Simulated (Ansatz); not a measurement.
W:
Space group Im-3m (No. 229); a = b = c = 3.184 Å, α = β = γ = 90.00°

| atom | site | symmetry | x | y | z |
|---|---|---|---|---|---|
| W | 2a | m-3m | 0.0000 | 0.0000 | 0.0000 |
(The calculation used a cell of 1 atom; values per cell refer to that cell.)

Relaxed with DFT-PBE in the program Ansatz with PAW potentials. Indices refer to the conventional cell of Im-3m, a = 3.1836 Å, b = 3.1836 Å, c = 3.1836 Å, α = 90.00°, β = 90.00°, γ = 90.00°.

Question: Simulate the powder diffraction pattern (neutron, λ = 1.5401 Å; lines above 1 %) up to 2θ = 90°.

Answer: Simulated powder pattern, neutron, λ = 1.5401 Å (kinematic, ideal powder, no thermal factors, coherent scattering alone; the 30 strongest lines at most, above 1 %, up to 2θ = 90°):

```csv
2θ (°),d (Å),I/Imax (%),hkl
40.01,2.251,100,(110)
57.86,1.592,27,(200)
72.67,1.300,78,(211)
86.34,1.126,32,(220)
```

The PBE relaxation kept the symmetry of its start. No spin polarisation was allowed. Spin–orbit coupling is left out wherever it is not named.

Potentials: the later of the program's two PAW sets.
